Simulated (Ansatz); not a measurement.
A relaxation computed with Ansatz, from input to last step.

```yaml
crystal:
  lattice:
    - [3.9077134399, 0.0, 0.0]
    - [-1.95385672, 3.3841791097, 0.0]
    - [0.0, 0.0, 5.348924863]
  atoms:
    - { symbol: Mn, position: [0.0, 0.0, 0.0], spin: 3.18 }
    - { symbol: Mn, position: [0.0, 0.0, 0.5], spin: 3.18 }
    - { symbol: Sb, position: [0.3333333333, 0.6666666667, 0.25] }
    - { symbol: Sb, position: [0.6666666667, 0.3333333333, 0.75] }
basis:
  ecutwfc: 420
kpoints:
  mp_grid: { grid: [12, 12, 8] }
hamiltonian:
  xc: pbesol
scf:
  occupations: { method: gaussian, width: 0.1 }
output:
  forces: true
  stress: true
  eigenvalues: true
  populations: true
magnetization:
  spin_polarized: true
relax:
  adjacent_minimum: "off"
  f_tol: 0.01
  max_steps: 30
  cell: { stress_tol: 0.1, fix: [volume] }
```

```bash
ansatz run input.yaml --threads 1 --pin off --max-ram 2560MiB --backend cpu --events-out ev --progress --plain --runs-dir out
```

All numbers below come from DFT PBEsol, scalar-relativistic, plane waves, PAW in Ansatz.

The volume is held at 0.94 times that of the relaxed cell.

Of 3 frames 3 are shown, positions in Å and forces in eV/Å; the SCF threshold varies from step to step. Steps run on the plane waves of an earlier cell, with a Pulay correction in the pressure. The basis is chosen afresh for the last frame, the zero of the energies, and at times for earlier ones too; energy and pressure step there, also at an unchanged geometry.

```xyz
4
Lattice="3.9077 0.0000 0.0000 -1.9539 3.3842 0.0000 0.0000 0.0000 5.3489" Properties=species:S:1:pos:R:3:forces:R:3 pbc="T T T" step=1 free_energy_over_end_meV_per_atom=0.08 pressure_GPa=4.54
Mn    0.0000    0.0000    0.0000    0.0000    0.0000    0.0000
Mn    0.0000    0.0000    2.6745    0.0000    0.0000    0.0000
Sb    0.0000    2.2561    1.3372    0.0000    0.0000    0.0000
Sb    1.9539    1.1281    4.0117    0.0000    0.0000    0.0000
4
Lattice="3.9127 0.0000 0.0000 -1.9564 3.3885 0.0000 0.0000 0.0000 5.3352" Properties=species:S:1:pos:R:3:forces:R:3 pbc="T T T" step=2 free_energy_over_end_meV_per_atom=0.00 pressure_GPa=4.52
Mn    0.0000    0.0000    0.0000    0.0000    0.0000    0.0000
Mn    0.0000    0.0000    2.6676    0.0000    0.0000    0.0000
Sb    0.0000    2.2590    1.3338    0.0000    0.0000    0.0000
Sb    1.9564    1.1295    4.0014    0.0000    0.0000    0.0000
4
Lattice="3.9127 0.0000 0.0000 -1.9564 3.3885 0.0000 0.0000 0.0000 5.3352" Properties=species:S:1:pos:R:3:forces:R:3 pbc="T T T" step=3 free_energy_over_end_meV_per_atom=0.00 pressure_GPa=4.52
Mn    0.0000    0.0000    0.0000    0.0000    0.0000    0.0000
Mn    0.0000    0.0000    2.6676    0.0000    0.0000    0.0000
Sb    0.0000    2.2590    1.3338    0.0000    0.0000    0.0000
Sb    1.9564    1.1295    4.0014    0.0000    0.0000    0.0000
```

Time: 3.7 min on 1 thread of AMD EPYC (Zen 3), with other jobs on the host, peak memory 0.69 GiB.

The state reached may not be the lowest one. Spin-orbit coupling is left out, which matters for the bands of heavy elements. The program reads another magnetic order as possibly lower. Only parallel moments were tried here.